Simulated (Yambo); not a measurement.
Yambo run on CaS (rock salt, space group Fm-3m, No. 225). The wavefunctions are PBEsol (pw.x of Quantum ESPRESSO, ONCV potentials, without SOC) ones on a 4×4×4 mesh (8 occupied bands); a = b = c = 3.982 Å, α = β = γ = 60.00°.

Yambo input:

```
rim_cut
gw0
dyson
el_el_corr
HF_and_locXC
ppa
em1d
RandQpts= 1000000
RandGvec= 1 Ry
EXXRLvcs= 68 Ry
VXCRLvcs= 272 Ry
Chimod= "HARTREE"
% BndsRnXp
 1 | 103 |
%
NGsBlkXp= 1 Ry
% LongDrXp
 1.0 | 1.0 | 1.0 |
%
PPAPntXp= 27.2114 eV
% GbndRnge
 1 | 103 |
%
GTermKind= "BG"
DysSolver= "n"
ExtendOut
% QPkrange
 1 | 1 | 8 | 8 |
 7 | 7 | 8 | 9 |
%
```

k points by index: 1 = Γ, 7 = X.

Resulting energies as the program prints them:

```
#    K-point    Band    Eo [eV]    E [eV]    E-Eo [eV]    Vxc [eV]    Vnlxc [eV]    Sc|Eo [eV]    Sc|E [eV]    dSc/dw|Eo [eV]    Re(Z)    Im(Z)
#
    1    8    0.000000    -0.541752    -0.541752    -13.07164    -16.12032    2.395253    2.506929    -5.608126    0.829120    -0.001349
    7    8    -0.844231    -1.501242    -0.657011    -12.64619    -16.03852    2.592799    2.735320    -5.901045    0.821783    -0.002031
    7    9    2.158634    3.287391    1.128756    -10.33243    -5.520604    -3.467251    -3.683072    -5.202359    0.839500    -0.001144
```
(The two width columns are left out.) Convergence of these settings isn't established.

Geometry relaxed with PBEsol.
